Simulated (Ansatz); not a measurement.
## ZrSnTe: a fit and a missing row

ZrSnTe, P4/nmm, a = 4.093 Å, c = 8.794 Å. The structure is a Materials Project entry; whether it is the stable form wasn't checked. Ansatz: r2SCAN, PAW, 500 eV, Γ-centred 10×10×4 mesh on 6 atoms, Gaussian smearing 0.10 eV; no spin polarisation. Shape and atoms are relaxed at each volume; pressure is positive in compression.

| V (Å³/atom) | P (GPa) |
| --- | --- |
| 23.078 | 6.25 |
| 23.814 | 2.86 |
| 24.551 | 0.00 |
| 25.288 | -2.43 |
| 26.024 | ? |

Q: Take V0 = 24.551 Å³/atom, fit the third-order Birch–Murnaghan form to the other rows, and predict the missing pressure.

A: With the Eulerian strain f = ½[(V0/V)^(2/3) − 1] and y = P/[3f(1 + 2f)^(5/2)], the form is the line y = B0 + 1.5 B0 (B0′ − 4) f. Rows (f, y): 0.02106, 89.2; 0.01026, 88.3; -0.00976, 87.2. Means f = 0.007187, y = 88.233; Σ(Δf)² = 0.0004891, ΣΔfΔy = 0.03113; the slope is their ratio. y = 87.78 + 63.64 f GPa, so B0 = 87.8 GPa and B0′ = 4 + 2 × (63.64)/(3 × 87.78) = 4.48. At V = 26.024, f = -0.01905, y = 86.57 and P = -4.49 GPa. The run gave -4.47 GPa, so the fit is 0.02 GPa too low, a small miss on the scale of the series. The form still works here, 33 % of the fitted range beyond its end.

Cost: 5 runs of about 22 core-minutes in all, on Arm Neoverse V1 (shared hosts).